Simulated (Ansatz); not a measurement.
Consider a crystal of LaLu₂N₃ in space group P6/mmm (No. 191), with La on 1a; Lu on 2e; N on 3g.

Level of theory: DFT PBE, scalar-relativistic, plane waves, PAW (Ansatz 0.2.0). Cutoff 420 eV, Γ-centred mesh, Gaussian smearing, no spin polarisation.

Energies over the elements count from the elements' standard structures at the same level (N₂ as a molecule), with no fitted energy shifts.

Task: Which cell and coordinates does it relax to?

Result:

Space group P6/mmm (No. 191). a = 3.861 Å, b = 3.861 Å, c = 10.027 Å, α = 90.00°, β = 90.00°, γ = 120.00°
| atom | site | symmetry | x | y | z |
| --- | --- | --- | --- | --- | --- |
| La | 1a | 6/mmm | 0.0000 | 0.0000 | 0.0000 |
| Lu | 2e | 6mm | 0.0000 | 0.0000 | 0.6439 |
| N | 3g | mmm | 0.5000 | 0.0000 | 0.5000 |

Around La lie 2 Lu at 3.57 Å and 6 La at 3.86 Å; Lu has 6 N at 2.41 Å, 1 Lu at 2.89 Å and 1 La at 3.57 Å; N has 4 N at 1.93 Å and 4 Lu at 2.41 Å. Another local minimum with the same sites may exist.

Task: And its energy and gap?

Result: The energy over the elements is +0.67 eV/atom. The gap on the 12×12×4 mesh of the 6-atom cell is 0 eV (a metal). The separate elements lie lower, so it is unstable against them.

The last run used Gaussian smearing of 0.10 eV. Symmetry constrained the relaxation, so the result can be a saddle point. Another cell of LaLu2N3 relaxed alike, in P-4m2, lies 1.78 eV/atom lower, so this cell isn't the stable form at this level.
